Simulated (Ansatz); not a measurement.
**Structure relaxation, Hf**

The start is a generated cell, Hf placed in the bcc structure type. The cell and all atomic positions are relaxed at zero pressure with r2SCAN (plane waves to 500 eV, PAW, scalar-relativistic; Ansatz, a first-principles code). The first steps use a coarse 13×13×13 k-mesh.

Starting cell:
```
CELL_PARAMETERS angstrom
     -1.77705     1.77705     1.77705
      1.77705    -1.77705     1.77705
      1.77705     1.77705    -1.77705
ATOMIC_POSITIONS crystal
  Hf 0.00000 0.00000 0.00000
```

Task: How does the volume per atom move from start to end?

Result: -1.3 %, from 22.45 to 22.16 Å³/atom.

Task: How do the shortest distances between atoms change?

Result: The closest pairs of elements (up to four, under 3.6 Å), start → end: Hf–Hf 3.08 → 3.06 Å.

The space group stays Im-3m (No. 229) (the run could not lower it); the end is bcc (W type), with 1 atom in the primitive cell. Final values are on a 18×18×18 k-mesh of the relaxed cell. No spin polarisation in the result.

The run could not lose the symmetry of its start.

This is a known allotrope of Hf, reached from a generated start. Known forms of Hf include space group No. 194.
